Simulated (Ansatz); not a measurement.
## WS2: field gradients at two levels of theory

Cell: a COD entry, its atoms then relaxed with PBE in this cell.

Space group P6_3/mmc (No. 194); a = 3.1532, c = 12.3230 Å, γ = 120.00°.

| site | Wyckoff | site symmetry | x | y | z |
| --- | --- | --- | --- | --- | --- |
| W | 2c | -6m2 | 0.3333 | 0.6667 | 0.2500 |
| S | 4f | 3m. | 0.3333 | 0.6667 | 0.6221 |

One atom of each set is listed.

First run. All values are calculated (Ansatz; DFT, PBE, plane waves and PAW, scalar-relativistic, collinear spin, 420 eV cutoff, Γ-centred 16×16×4 k-points, Fermi–Dirac smearing 0.02 eV), not measured. Start moments as typed (μB): 2 on each W, none on the rest.

```
site  V_zz (10²¹ V/m²)     η
   W            -16.96  0.00
   S             -4.29  0.00
```

Second run. The same atoms and settings, except that the functional is r2SCAN and the cutoff is 500 eV.

Task: Given the first result, estimate the second.

Result: 

| site | V_zz | η | change of V_zz |
| --- | --- | --- | --- |
| W | -16.89 | 0.00 | +0.07 |
| S | -4.35 | 0.00 | -0.06 |

The largest change of V_zz is on W, from -16.96 to -16.89. In per cent, |V_zz| changes by 0 on W, +1 on S (all sites that start above 0.5).

Without spin–orbit coupling the gradients at and beside W can be off by some per cent, at some sites by more. The start moments die out, and the run ends without spin.
For the second run: The largest force is 0.3 eV/Å, so the atoms aren't at the calculated equilibrium and relaxing them would move these values. The program didn't check the stability of this electronic state in full, so a lower one may lie near.
